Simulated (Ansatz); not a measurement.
**Si: a jump of Au**

All numbers below come from DFT PBE, scalar-relativistic, plane waves, PAW in Ansatz. Run with 420 eV cutoff, 2×2×2 k-mesh, shifted by half a step, Gaussian smearing of 0.02 eV, no spin polarisation.

Host crystal, relaxed:

```
CELL_PARAMETERS angstrom
0.00000 2.73505 2.73505
2.73505 0.00000 2.73505
2.73505 2.73505 0.00000
ATOMIC_POSITIONS crystal
Si 0.75000 0.75000 0.75000
Si 0.50000 0.50000 0.50000
```

In a supercell of 32 host sites with charge +1, interstitial Au hops to an equivalent place, moving 2.35 Å between the relaxed ends. Climbing-image nudged elastic band at fixed cell with images 0 (start) to 2 (end), the path measured over all atoms, converged to 0.05 eV/Å; the order of the saddle wasn't checked, and the small cell leaves errors of about a tenth of an eV.

Supercell rows in host cell vectors: 1 -3 1; -3 1 1; 1 1 -3. Au was set at (0.000, 0.000, 0.000) of the host cell.

At the relaxed start Au has 2 Si at 2.50 Å, 1 Si at 2.51 Å, 1 Si at 2.52 Å, 1 Si at 2.77 Å, 1 Si at 2.78 Å, 3 Si at 2.79 Å, 1 Si at 2.81 Å.

Spin-orbit coupling is left out, which matters for the bands and energies of heavy elements.

(1) How high is the barrier, and where does the atom pass?

## Answers

(1) 0.01 eV at image 1, where Au has 3 Si at 2.48 Å, 1 Si at 2.63 Å, 3 Si at 2.67 Å, 3 Si at 2.92 Å.

Cost: 1 run of about 6.8 core-minutes, on Arm Neoverse V2 (shared hosts).